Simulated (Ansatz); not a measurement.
Here is the system:

CaZn₂Sb₂:
```
CELL_PARAMETERS angstrom
      4.35808     0.00000     0.00000
     -2.17904     3.77421     0.00000
      0.00000     0.00000     7.23109
ATOMIC_POSITIONS crystal
  Ca 0.00000 0.00000 0.00000
  Zn 0.33333 0.66667 0.63313
  Zn 0.66667 0.33333 0.36687
  Sb 0.33333 0.66667 0.25580
  Sb 0.66667 0.33333 0.74420
```

This is the LDA-relaxed structure.

Q: All from plane-wave PAW LDA (Ansatz code), unless another level is named. Give the bulk modulus (Birch–Murnaghan fit).

A: 54.2 GPa.

Q: Give the highest zone-centre frequency.

A: 189 cm^-1.

Space group P-3m1. The workflow started from a Materials Project entry (that database holds measured and hypothetical structures alike); the Crystallography Open Database files this formula in space group No. 164, but the cells were not matched. Its standing as an ambient phase is unchecked. Symmetry was held in the LDA relaxation; of distortions, only those at the zone centre were tested. As this level gives no gap, phonon frequencies hold no LO–TO term and depend on the k-mesh and smearing (Fermi–Dirac, 0.1 eV here). Scalar-relativistic: spin–orbit coupling is off unless named, which matters more the heavier the elements.

Potentials: the later of the program's two PAW sets.
